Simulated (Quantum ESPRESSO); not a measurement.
Al3V3TiHf, input and log of a self-consistent run

Computed values, not a measurement. The program is pw.x of Quantum ESPRESSO 7.5 (plane-wave density functional theory). The cell is made up: eight metal atoms on a hexagonal close-packed lattice, with elements, volume, strain and displacements drawn at random and not relaxed, so it may be unstable or far from any real phase. PseudoDojo standard norm-conserving files set the functional (PBE unless stated); there is no spin polarisation or spin-orbit coupling, the Fermi-Dirac width of 0.25 eV means electrons at about 2900 K, and the masses in the input are unused placeholders. Heavy elements are run without spin-orbit coupling, which real alloys of them have. A spin test at this wide smearing found no moment, but such smearing suppresses magnetism that the real alloy may have.

Input:

```
&control calculation='scf', pseudo_dir='./dojo.nc.sr.pbe.v0_5.standard.upf', outdir='./o', disk_io='minimal', tprnfor=.true., tstress=.true. /
&system ibrav=0, nat=8, ntyp=4, nbnd=50, ecutwfc=84.00895049, nosym=.true., tot_charge=0,
 occupations='smearing', smearing='fd', degauss=0.0183746611
/
&electrons conv_thr=1.470e-08, electron_maxstep=70, mixing_beta=0.5 /
ATOMIC_SPECIES
Al 1.0 Al.upf
Hf 1.0 Hf.upf
Ti 1.0 Ti.upf
V 1.0 V.upf
CELL_PARAMETERS angstrom
2.8168 0.0 0.0
1.4084 -2.4394 -4.6238
1.4084 7.3182 -4.6238
ATOMIC_POSITIONS angstrom
Al -0.0279 0.0029 0.0685
V 1.3633 2.4338 -4.6202
Al 1.4731 -0.8169 -2.3183
Al 2.8374 1.6479 -6.8806
V 2.751 4.8193 -4.6736
V 2.8057 0.0435 -4.6278
Ti 2.8459 1.5967 -2.3528
Hf 4.256 4.0822 -6.8608
K_POINTS automatic
10 5 3 1 1 1
```

The log is shortened where brackets say so; the opening notice, blank lines, dates and the lines on written files are dropped, and the path of the files is cut. It prints rydbergs, bohrs and kilobars, and counts compression as positive stress. Its total energy is the free energy E - TS of the whole cell.

```
     Program PWSCF v.7.5
     Parallel version (MPI & OpenMP), running on       4 processor cores
     Number of MPI processes:                 4
     Threads/MPI process:                     1
     [start-up lines left out]
     bravais-lattice index     =            0
     lattice parameter (alat)  =       5.3230  a.u.
     unit-cell volume          =     857.6195 (a.u.)^3
     number of atoms/cell      =            8
     number of atomic types    =            4
     number of electrons       =        72.00
     number of Kohn-Sham states=           50
     kinetic-energy cutoff     =      84.0090  Ry
     charge density cutoff     =     336.0358  Ry
     scf convergence threshold =      1.5E-08
     mixing beta               =       0.5000
     number of iterations used =            8  plain     mixing
     Exchange-correlation= PBE
                           (   1   4   3   4   0   0   0)
     [axes and pseudopotential details left out]
   Cartesian axes
     site n.     atom                  positions (alat units)
         1        Al     tau(   1) = (  -0.0099049   0.0010295   0.0243184  )
         2        V      tau(   2) = (   0.4839889   0.8640301  -1.6402300  )
         3        Al     tau(   3) = (   0.5229693  -0.2900099  -0.8230261  )
         4        Al     tau(   4) = (   1.0073133   0.5850256  -2.4427009  )
         5        V      tau(   5) = (   0.9766402   1.7109131  -1.6591877  )
         6        V      tau(   6) = (   0.9960594   0.0154431  -1.6429281  )
         7        Ti     tau(   7) = (   1.0103309   0.5668489  -0.8352741  )
         8        Hf     tau(   8) = (   1.5109344   1.4492332  -2.4356717  )
     number of k points=    75  Fermi-Dirac smearing, width (Ry)=  0.0184
                       cart. coord. in units 2pi/alat
        k(    1) = (   0.0500000   0.0192452  -0.0558430), wk =   0.0266667
        k(    2) = (   0.0500000  -0.1732065   0.0456897), wk =   0.0266667
     [further k points left out]
     Dense  grid:    89197 G-vectors     FFT dimensions: (  32,  60, 100)
     Estimated max dynamical RAM per process >     304.21 MB
     Estimated total dynamical RAM >       1.12 GB
     Initial potential from superposition of free atoms
     starting charge      71.9861, renormalised to      72.0000
     Starting wfcs are   62 randomized atomic wfcs
     total cpu time spent up to now is        6.2 secs
     per-process dynamical memory:   248.3 Mb
     Self-consistent Calculation
     iteration #  1     ecut=    84.01 Ry     beta= 0.50
     Davidson diagonalization with overlap
     ethr =  1.00E-02,  avg # of iterations =  2.2
     Threshold (ethr) on eigenvalues was too large:
     Diagonalizing with lowered threshold
     Davidson diagonalization with overlap
     ethr =  5.54E-04,  avg # of iterations =  3.7
     total cpu time spent up to now is       30.4 secs
     total energy              =    -688.19400909 Ry
     estimated scf accuracy    <       0.44699476 Ry
     iteration #  2     ecut=    84.01 Ry     beta= 0.50
     Davidson diagonalization with overlap
     ethr =  6.21E-04,  avg # of iterations =  7.2
     total cpu time spent up to now is       46.5 secs
     total energy              =    -687.52685688 Ry
     estimated scf accuracy    <      16.10229262 Ry
     iteration #  3     ecut=    84.01 Ry     beta= 0.50
     Davidson diagonalization with overlap
     ethr =  6.21E-04,  avg # of iterations =  6.2
     total cpu time spent up to now is       61.4 secs
     total energy              =    -688.04373628 Ry
     estimated scf accuracy    <       7.80061316 Ry
     iteration #  4     ecut=    84.01 Ry     beta= 0.50
     Davidson diagonalization with overlap
     ethr =  6.21E-04,  avg # of iterations =  4.2
     total cpu time spent up to now is       74.4 secs
     total energy              =    -688.26459454 Ry
     estimated scf accuracy    <       1.97290929 Ry
     iteration #  5     ecut=    84.01 Ry     beta= 0.50
     Davidson diagonalization with overlap
     ethr =  6.21E-04,  avg # of iterations =  2.0
     total cpu time spent up to now is       85.0 secs
     total energy              =    -688.33201182 Ry
     estimated scf accuracy    <       0.62532307 Ry
     [iterations 6 to 14 left out]
     iteration # 15     ecut=    84.01 Ry     beta= 0.50
     Davidson diagonalization with overlap
     ethr =  9.80E-09,  avg # of iterations =  1.0
     total cpu time spent up to now is      202.3 secs
     total energy              =    -688.37854252 Ry
     estimated scf accuracy    <       0.00000059 Ry
     iteration # 16     ecut=    84.01 Ry     beta= 0.50
     Davidson diagonalization with overlap
     ethr =  8.21E-10,  avg # of iterations =  4.4
     total cpu time spent up to now is      214.6 secs
     total energy              =    -688.37854257 Ry
     estimated scf accuracy    <       0.00000071 Ry
     iteration # 17     ecut=    84.01 Ry     beta= 0.50
     Davidson diagonalization with overlap
     ethr =  8.21E-10,  avg # of iterations =  1.2
     total cpu time spent up to now is      224.2 secs
     total energy              =    -688.37854262 Ry
     estimated scf accuracy    <       0.00000010 Ry
     iteration # 18     ecut=    84.01 Ry     beta= 0.50
     Davidson diagonalization with overlap
     ethr =  1.44E-10,  avg # of iterations =  2.9
     total cpu time spent up to now is      235.3 secs
     total energy              =    -688.37854263 Ry
     estimated scf accuracy    <       0.00000007 Ry
     iteration # 19     ecut=    84.01 Ry     beta= 0.50
     Davidson diagonalization with overlap
     ethr =  1.01E-10,  avg # of iterations =  1.2
     total cpu time spent up to now is      244.9 secs
     End of self-consistent calculation
     [lines on levels left out]
!    total energy              =    -688.37854263 Ry
     estimated scf accuracy    <          7.4E-10 Ry
     smearing contrib. (-TS)   =      -0.12761929 Ry
     internal energy E=F+TS    =    -688.25092334 Ry
     The total energy is F=E-TS. E is the sum of the following terms:
     one-electron contribution =    -342.00839508 Ry
     hartree contribution      =     196.87647324 Ry
     xc contribution           =    -121.29096508 Ry
     ewald contribution        =    -421.82803643 Ry
     convergence has been achieved in  19 iterations
     Forces acting on atoms (cartesian axes, Ry/au):
     atom    1 type  1   force =     0.00492133    0.00935699   -0.03912192
     atom    2 type  4   force =     0.00048702   -0.01269737   -0.00099088
     atom    3 type  1   force =    -0.00891508    0.02335546   -0.00053382
     atom    4 type  1   force =    -0.00397015   -0.04566055   -0.01382174
     atom    5 type  4   force =     0.00426794    0.01167247    0.06329842
     atom    6 type  4   force =     0.00109917   -0.00375231    0.01410730
     atom    7 type  3   force =     0.00071735    0.02405292   -0.00176452
     atom    8 type  2   force =     0.00139243   -0.00632762   -0.02117284
     Total force =     0.100844     Total SCF correction =     0.000080
     Computing stress (Cartesian axis) and pressure
          total   stress  (Ry/bohr**3)                   (kbar)     P=       25.31
   0.00023643   0.00006222  -0.00001046           34.78        9.15       -1.54
   0.00006222   0.00019602  -0.00009502            9.15       28.84      -13.98
  -0.00001046  -0.00009502   0.00008369           -1.54      -13.98       12.31
     init_run     :      5.94s CPU      6.14s WALL (       1 calls)
     electrons    :    237.88s CPU    238.68s WALL (       1 calls)
     forces       :      1.91s CPU      1.92s WALL (       1 calls)
     stress       :      6.87s CPU      6.87s WALL (       1 calls)
     [timing details left out]
     PWSCF        :   4m12.70s CPU   4m13.76s WALL
     JOB DONE.
```

In other units: free energy -9365.867 eV for the cell, pressure 2.53 GPa, largest force component 1.627 eV/Å in size. The run took 256 s of wall time with four MPI processes on a shared machine (AMD EPYC, Zen 5, virtual cores), so the time is rough. A rerun of this cell at a higher cutoff and on a denser mesh moved values by no more than 0.002 eV in energy, 0.02 GPa in stress and 0.003 eV/Å in force, and a second program with other atomic files agreed on that cell to 2 % rms in force and 0.5 GPa in pressure.